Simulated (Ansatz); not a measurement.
A geometry of PtSe$_{2}$ away from equilibrium: step 3 of the relaxation of a randomly generated symmetric cell of PtSe2 (space group No. 160). Calculation: PBE (plane waves to 420 eV, PAW, scalar-relativistic; Ansatz, a first-principles code). Γ-centred k-mesh 5×5×5 on the run's cell (coarser than for final values), Fermi–Dirac smearing 0.05 eV. The plane waves were selected for a different cell earlier on the path.

```
PtSe2
1.0
    3.54915     2.04910     3.28904
   -3.54915     2.04910     3.28904
    0.00000    -4.09821     3.28904
Pt Se
2 4
Direct
  0.22381   0.22381   0.22381
  0.49250   0.49250   0.49250
  0.62028   0.95051   0.62028
  0.62028   0.62028   0.95051
  0.95051   0.62028   0.62028
  0.91452   0.91452   0.91452
```

Problem. Give the Cartesian forces on all atoms (eV/Å).

Solution. 
| atom | Fx | Fy | Fz |
|---|---|---|---|
| Pt1 | 0.00 | 0.00 | 0.17 |
| Pt2 | 0.00 | 0.00 | -1.04 |
| Se3 | -6.95 | 4.01 | -3.01 |
| Se4 | 0.00 | -8.02 | -3.01 |
| Se5 | 6.95 | 4.01 | -3.01 |
| Se6 | 0.00 | 0.00 | 9.90 |

The path ends in R3m (No. 160). No spin polarisation in the result.

The run could not lose the symmetry of its start: the end is stationary, and may be a saddle point rather than a minimum.

The end of the path is a generated cell of PtSe2: the first start was made by a random draw of sites in a space group, and the end was not matched to a known phase here, so it may be hypothetical. Known forms of PtSe2 include space group No. 164.
